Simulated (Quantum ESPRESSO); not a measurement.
Rb in KCl: quadrupolar couplings

Host, cell and atoms relaxed with PBE and no dispersion term (field gradients by the PAW reconstruction of the field gradient on a scalar-relativistic PBE ground state (a modified build of Quantum ESPRESSO, JTH datasets), 25 Ha, k-mesh 4×4×4 through Γ):

```csv
site,site symmetry,Vzz (a.u.),η_Q,∣C_Q∣ (MHz)
"K (atoms 1, 3, 5, 7)",m-3m,0,–,0 (³⁹K)
"Cl (atoms 2, 4, 6, 8)",m-3m,0,–,0 (³⁵Cl)
```

Its cell: a = 6.3748 Å, b = 6.3748 Å, c = 6.3748 Å, α = 90.00°, β = 90.00°, γ = 90.00°.

Changed cell (atom 1 is the new one; 25 Ha, k-mesh 4×4×4 through Γ):

```xyz
8
Lattice="6.4656 0.0000 0.0000 0.0000 6.4656 0.0000 0.0000 0.0000 6.4656" Properties=species:S:1:pos:R:3 pbc="T T T"
Rb     0.0000     0.0000     0.0000
Cl     3.2328     0.0000     0.0000
K      0.0000     3.2328     3.2328
Cl     3.2328     3.2328     3.2328
K      3.2328     0.0000     3.2328
Cl     0.0000     0.0000     3.2328
K      3.2328     3.2328     0.0000
Cl     0.0000     3.2328     0.0000
```
The cell was made here from a computed Materials Project entry: one of 4 K replaced by Rb, cell and atoms relaxed (PBE without dispersion, pw.x of Quantum ESPRESSO, symmetry kept). The parent is KCl in Fm-3m. The swapped cell is a model, not a known phase. Stability against distortions was not tested.

Quadrupole moments taken as inputs (sizes, barn, from the tables of PySCF and pymatgen): ³⁹K 0.0585, ³⁵Cl 0.0817, ⁸⁵Rb 0.276.

Principal values are ordered |Vxx| ≤ |Vyy| ≤ |Vzz|, η = (Vxx − Vyy)/Vzz, and C_Q = eQVzz/h is given by its size. Cores are frozen. Against all-electron runs on small test molecules, this scheme's |Vzz| missed by −3 to −9 % on Cl.

Problem. What do the sites of the changed cell show?

Solution. 
```
site                 distance to atom 1 (Å)  Vzz (a.u.)   η_Q  ∣C_Q∣ (MHz)
-------------------  ----------------------  ----------  ----  -----------
Rb (atom 1)                               –           0     –            0
Cl1 (atoms 2, 6, 8)                    3.23      -0.121  0.00         2.32
K (atoms 3, 5, 7)                      4.57  under 0.02     –   under 0.27
Cl2 (atom 4)                           5.60           0     –            0
```
The swap repeats in every cell, so this is an ordered compound and not a dilute impurity.
